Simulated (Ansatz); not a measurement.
WN₂ in space group P6_3/mmc (No. 194; W on 2d, N on 4e), the program Ansatz at the LDA level (PAW). The conduction-band minimum lies on the K–Γ line, 20 % of the way from K, with 6 equivalent valleys. Second derivatives d²E/dk² of the lowest band at one valley (eV·Å²), along Cartesian directions:

```csv
direction,d²E/dk²
[100],21.23
[010],16.56
[001],15.53
[110],14.87
[101],18.38
[011],16.06
```

Problem. Find the principal effective masses, the density-of-states mass and the conductivity mass.

Solution. Off-diagonal terms follow from H_xy = H[110] − (H_xx + H_yy)/2, and m*/mₑ = 7.620 eV·Å² over each eigenvalue: 0.32, 0.49, 0.54. One valley's DOS mass (m₁m₂m₃)^(1/3) = 0.44, conductivity mass 3/(Σ 1/mᵢ) = 0.43 mₑ.

Problem. What effective density of states Nc follows at 300 K for parabolic valleys?

Solution. Nc = 2.509e19 × 6 × (0.44)^(3/2) ≈ 4.4e19 cm⁻³.

Problem. With the computed static dielectric constant 13.6 (mean of the diagonal), estimate a hydrogenic donor's binding energy and radius.

Solution. E = 13.606 eV × 0.43/13.6² ≈ 32 meV; a = 0.529 Å × ε/m* ≈ 17 Å. Semilocal masses tend to be too small when the gap is underestimated.

The first step of the workflow began from a Materials Project structure, measured or hypothetical; the Crystallography Open Database copy checked does not list it. Whether it is the stable phase at ambient conditions was not checked. The LDA relaxation kept the symmetry of its start; whether a distortion lowers the energy is not shown. The run is not spin-polarised. Spin–orbit coupling is left out wherever it is not named.

Potentials: the later of the program's two PAW sets.
